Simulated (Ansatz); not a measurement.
ZnO:
```cif
data_O2Zn2
_chemical_formula_sum 'Zn2 O2'
_space_group_name_H-M_alt 'P63mc'
_space_group_IT_number 186
_space_group_name_Hall 'P 6c -2c'
_cell_length_a 3.18716
_cell_length_b 3.18716
_cell_length_c 5.15318
_cell_angle_alpha 90.000
_cell_angle_beta 90.000
_cell_angle_gamma 120.000
loop_
_atom_site_label
_atom_site_type_symbol
_atom_site_symmetry_multiplicity
_atom_site_Wyckoff_symbol
_atom_site_fract_x
_atom_site_fract_y
_atom_site_fract_z
_atom_site_occupancy
Zn1 Zn 2 b 0.33333 0.66667 0.00097 1
O1 O 2 b 0.33333 0.66667 0.37934 1
```

Relaxed with DFT-LDA in the program Ansatz with PAW potentials. Indices refer to the conventional cell of P6_3mc, a = b = 3.187 Å, c = 5.153 Å, α = β = 90.00°, γ = 120.00°.

**Question.** Simulate the powder diffraction pattern (Cu Kα, λ = 1.54184 Å; lines above 1 %) up to 2θ = 90°.

**Answer.** Simulated powder pattern, Cu Kα, λ = 1.54184 Å (kinematic, ideal powder, no thermal factors, no anomalous dispersion; the 30 strongest lines at most, above 1 %, up to 2θ = 90°):

| 2θ (°) | d (Å) | I/Imax (%) | hkl |
|---|---|---|---|
| 32.44 | 2.760 | 51 | (1 0 -1 0) |
| 34.82 | 2.577 | 39 | (0002) |
| 36.94 | 2.433 | 100 | (1 0 -1 1) |
| 48.32 | 1.883 | 22 | (1 0 -1 2) |
| 57.86 | 1.594 | 34 | (1 1 -2 0) |
| 63.82 | 1.458 | 33 | (1 0 -1 3) |
| 67.92 | 1.380 | 4.9 | (2 0 -2 0) |
| 69.34 | 1.355 | 28 | (1 1 -2 2) |
| 70.66 | 1.333 | 15 | (2 0 -2 1) |
| 73.51 | 1.288 | 2.5 | (0004) |
| 78.65 | 1.217 | 4.7 | (2 0 -2 2) |
| 82.66 | 1.167 | 2.7 | (1 0 -1 4) |

Symmetry was held in the LDA relaxation; phonons on a q-mesh show no instability.

Potentials: the earlier of the program's two PAW sets.
